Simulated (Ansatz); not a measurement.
Input, command and steps of an Ansatz relaxation.

```yaml
crystal:
  lattice:
    - [-2.2440846256, 2.2440846256, 5.5942268273]
    - [2.2440846256, -2.2440846256, 5.5942268273]
    - [2.2440846256, 2.2440846256, -5.5942268273]
  atoms:
    - { symbol: Ba, position: [0.0, 0.0, 0.0] }
    - { symbol: Ag, position: [0.75, 0.25, 0.5] }
    - { symbol: Ag, position: [0.25, 0.75, 0.5] }
    - { symbol: As, position: [0.3844122958, 0.3844122958, 0.0] }
    - { symbol: As, position: [0.6155877042, 0.6155877042, 0.0] }
basis:
  ecutwfc: 420
kpoints:
  mp_grid: { grid: [12, 12, 12] }
hamiltonian:
  xc: pbe
scf:
  occupations: { method: gaussian, width: 0.1 }
output:
  forces: true
  stress: true
  eigenvalues: true
relax:
  adjacent_minimum: "off"
  f_tol: 0.01
  max_steps: 30
  cell: { stress_tol: 0.1, fix: [volume] }
```

```bash
ansatz run input.yaml --threads 1 --pin off --max-ram 2560MiB --backend cpu --events-out ev --progress --plain --runs-dir out
```

The calculation used DFT PBE, scalar-relativistic, plane waves, PAW (Ansatz 0.2.0).

The volume is held at 0.94 times that of the relaxed cell.

Of 3 frames 3 are shown, positions in Å and forces in eV/Å; the SCF threshold varies from step to step. Steps run on the plane waves of an earlier cell, with a Pulay correction in the pressure. The basis is chosen afresh for the last frame, the zero of the energies, and at times for earlier ones too; energy and pressure step there, also at an unchanged geometry.

```xyz
5
Lattice="-2.2441 2.2441 5.5942 2.2441 -2.2441 5.5942 2.2441 2.2441 -5.5942" Properties=species:S:1:pos:R:3:forces:R:3 pbc="T T T" step=1 free_energy_over_end_meV_per_atom=0.03 pressure_GPa=4.09
Ba    0.0000    0.0000    0.0000    0.0000    0.0000    0.0000
Ag    0.0000    2.2441    2.7971    0.0000    0.0000    0.0000
Ag    2.2441    0.0000    2.7971    0.0000    0.0000    0.0000
As    0.0000    0.0000    4.3010    0.0000    0.0000    0.0238
As    0.0000    0.0000    6.8875    0.0000    0.0000   -0.0238
5
Lattice="-2.2425 2.2425 5.6022 2.2425 -2.2425 5.6022 2.2425 2.2425 -5.6022" Properties=species:S:1:pos:R:3:forces:R:3 pbc="T T T" step=2 free_energy_over_end_meV_per_atom=0.00 pressure_GPa=4.08
Ba    0.0000    0.0000    0.0000    0.0000    0.0000    0.0000
Ag    0.0000    2.2425    2.8011    0.0000    0.0000    0.0000
Ag    2.2425    0.0000    2.8011    0.0000    0.0000    0.0000
As    0.0000    0.0000    4.3102    0.0000    0.0000    0.0004
As    0.0000    0.0000    6.8943    0.0000    0.0000   -0.0004
5
Lattice="-2.2425 2.2425 5.6022 2.2425 -2.2425 5.6022 2.2425 2.2425 -5.6022" Properties=species:S:1:pos:R:3:forces:R:3 pbc="T T T" step=3 free_energy_over_end_meV_per_atom=0.00 pressure_GPa=4.08
Ba    0.0000    0.0000    0.0000    0.0000    0.0000    0.0000
Ag    0.0000    2.2425    2.8011    0.0000    0.0000    0.0000
Ag    2.2425    0.0000    2.8011    0.0000    0.0000    0.0000
As    0.0000    0.0000    4.3102    0.0000    0.0000    0.0004
As    0.0000    0.0000    6.8943    0.0000    0.0000   -0.0004
```

It took 2.6 min on 1 thread of Arm Neoverse V1, on a shared host, peak memory 0.83 GiB.